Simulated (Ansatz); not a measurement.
Relaxed-ion elastic tensor of SnO$_{2}$ in space group P4_2/nmc (No. 137; Sn on 2a, O on 4d) in GPa (Voigt order), the program Ansatz at the r²SCAN level (PAW); density 7.32 g/cm³, 11.40 Å³ per atom.

```json
[
 {"": "1", "1": "286", "2": "271", "3": "72.1", "4": "0.0", "5": "0.0", "6": "0.0"},
 {"": "2", "1": "271", "2": "286", "3": "72.1", "4": "0.0", "5": "0.0", "6": "0.0"},
 {"": "3", "1": "72.1", "2": "72.1", "3": "200", "4": "0.0", "5": "0.0", "6": "0.0"},
 {"": "4", "1": "0.0", "2": "0.0", "3": "0.0", "4": "-28.0", "5": "0.0", "6": "0.0"},
 {"": "5", "1": "0.0", "2": "0.0", "3": "0.0", "4": "0.0", "5": "-28.0", "6": "0.0"},
 {"": "6", "1": "0.0", "2": "0.0", "3": "0.0", "4": "0.0", "5": "0.0", "6": "154"}
]
```

Problem. Is the crystal mechanically stable?

Solution. No: the smallest eigenvalue of C is -28.0 GPa.

A made-up cell: these elements were put on the sites of a structure type; neither database checked (COD, Materials Project) lists it. It is not the phase usual at ambient conditions (space group No. 136). The cell was relaxed with r²SCAN under the symmetry of its start. At this level the phase is mechanically unstable. Scalar-relativistic: spin–orbit coupling is off unless named, which matters more the heavier the elements.

Potentials: the later of the program's two PAW sets.
